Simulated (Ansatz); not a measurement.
## Stress against strain in Ba

```
CELL_PARAMETERS angstrom
-2.50000 2.50000 2.50000
2.50000 -2.50000 2.50000
2.50000 2.50000 -2.50000
ATOMIC_POSITIONS crystal
Ba 0.00000 0.00000 0.00000
```

The structure is an experimental refinement, used without relaxation.

No spin–orbit coupling, which matters for the heavy atoms here.

Computed with DFT, PBEsol, all-electron LAPW, scalar-relativistic in Ansatz 0.2.0.

Numerical set-up: a Γ-centred 10×10×10 k mesh, Fermi–Dirac smearing of 0.05 eV, basis error target 0.5 meV/atom, no spin polarisation.

The strain is applied along the Cartesian axes of the cell as listed (the other components stay zero). Fractional coordinates are held (clamped ions).

σ is the change of stress from the unstrained cell, which is at -0.60 GPa; tension is positive, so slopes are stress–strain coefficients at that pressure. In a metal the k mesh adds noise.

Only quantities that a quadratic follows smoothly over the whole series are listed; rougher ones are left out.

```tsv
εzz	σzz (GPa)	σxx (GPa)
-0.0200	-0.22	-0.12
0.0000	0.00	0.00
0.0100	0.10	0.06
0.0200	0.20	0.12
```

**Question.** Fit the series and read off the stiffness at zero strain.

**Answer.** Least-squares fits y = p0 + p1 x + p2 x² to the rows give σzz (GPa): p1 = 10.5, p2 = -23; σxx (GPa): p1 = 6, p2 = -3.3e-14. So C11 = 10 GPa and C12 = 6 GPa, which gives B = (C11 + 2 C12)/3 = 7 GPa.

**Question.** One run, at εzz = -0.0100, is withheld. Predict its row.

**Answer.** The fits give -0.11, -0.06; the run gave -0.11, -0.06.
